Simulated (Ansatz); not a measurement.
## PIr: strain and displacement

```xyz
2
Lattice="0.0000 2.4648 2.4648 2.4648 0.0000 2.4648 2.4648 2.4648 0.0000" Properties=species:S:1:pos:R:3 pbc="T T T"
Ir    0.0000    0.0000    0.0000
P     2.4648    2.4648    2.4648
```

Atoms are numbered in the order listed.

The structure comes from a relaxation in the same program, started in the rocksalt type, and has space group Fm-3m. Whether it is a known phase or the ground state wasn't checked.

Spin–orbit coupling is left out, though it moves levels of the heavy atoms by tenths of an eV or more.

Theory: DFT, PBE, all-electron LAPW, scalar-relativistic (Ansatz 0.2.0).

The runs use a Γ-centred 13×13×13 k mesh, Fermi–Dirac smearing of 0.05 eV, basis error target 0.5 meV/atom, no spin polarisation.

The unchanged cell is at 0.04 GPa.

In a metal, stresses and small energies carry noise from the k mesh.

x, y and z are the Cartesian axes of the cell as listed; fractional coordinates follow a strain, and an engineering shear is twice the off-diagonal strain component.

(1) With this change (xy engineering shear strain of +1.5 %), what becomes of the energy and stress?

(2) With this change (xy engineering shear strain of +2 %), what becomes of the energy and stress?

(3) With this change (atom 1 (Ir) moved by (0.0000, 0.0000, 0.0300) Å), what becomes of the energy and stress and forces?

(4) What force constant does this one finite step give for Ir1 along its displacement (all its periodic images move with it)?

## Answers

(1) Energy change under 1 meV/atom; stress change (xx, yy, zz, yz, xz, xy) -0.02, -0.02, 0.02, 0.00, 0.00, -0.04 GPa, compression positive.

(2) Energy change under 1 meV/atom; stress change (xx, yy, zz, yz, xz, xy) -0.04, -0.04, 0.03, 0.00, 0.00, -0.07 GPa, compression positive.

(3) Energy change -2 meV/atom; stress change (xx, yy, zz, yz, xz, xy) -0.04, -0.04, 0.27, 0.00, 0.00, 0.00 GPa, compression positive; change of the force on Ir1 (0.000, 0.000, 0.251) eV/Å.

(4) k = −ΔF·u/|u|² = -8.35 eV/Å², so the force pushes the atom further, a sign of instability along this zone-centre pattern.
